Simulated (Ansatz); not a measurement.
**Sensitivity of the gradients in ZnPtC₆N₆ to the input**

Cell: a COD entry, its atoms then relaxed with PBE in this cell.

```cif
data_ZnPtC6N6
_symmetry_space_group_name_H-M 'Fm-3m'
_symmetry_Int_Tables_number 225
_cell_length_a 10.5241
_cell_length_b 10.5241
_cell_length_c 10.5241
_cell_angle_alpha 90.000
_cell_angle_beta 90.000
_cell_angle_gamma 90.000
loop_
_atom_site_label
_atom_site_type_symbol
_atom_site_symmetry_multiplicity
_atom_site_Wyckoff_symbol
_atom_site_fract_x
_atom_site_fract_y
_atom_site_fract_z
Zn Zn 4 b 0.5000 0.5000 0.5000
Pt Pt 4 a 0.0000 0.0000 0.0000
C C 24 e 0.5000 0.5000 0.1902
N N 24 e 0.5000 0.5000 0.3001
```

One atom of each set is listed; the run and its k-mesh use a cell of 14 atoms with edges of 7.44, 7.44, 7.44 Å.

Reference run. All values are calculated (Ansatz; DFT, PBE, plane waves and PAW, scalar-relativistic, 420 eV cutoff, Γ-centred 5×5×5 k-points, Fermi–Dirac smearing 0.05 eV), not measured.

Q: The input is changed as follows: `hamiltonian.hubbard`: not typed → {sites: [{species: Pt, l: d, u_eff: 6.0}], double_counting: fll}. What happens to V_zz (10²¹ V/m²) and η?

A: 

```json
{"site": "C", "V_zz reference": "-3.78", "η reference": "0.00", "V_zz changed": "-3.85", "η changed": "0.00"}
{"site": "N", "V_zz reference": "-5.81", "η reference": "0.00", "V_zz changed": "-5.89", "η changed": "0.00"}
```

The largest change of V_zz is on N, from -5.81 to -5.89. In per cent, |V_zz| changes by +2 on C, +1 on N (all sites that start above 0.5). Sites without a gradient aren't listed. At these positions, which the reference run relaxed to, the changed run has forces up to 0.4 eV/Å, so its atoms aren't at their own equilibrium.

On the reference run: Without spin–orbit coupling the gradients at and beside Pt can be off by some per cent, at some sites by more. The database entry as given showed forces above 3 eV/Å or a pressure above 30 GPa, though relaxing it moves no atom far.
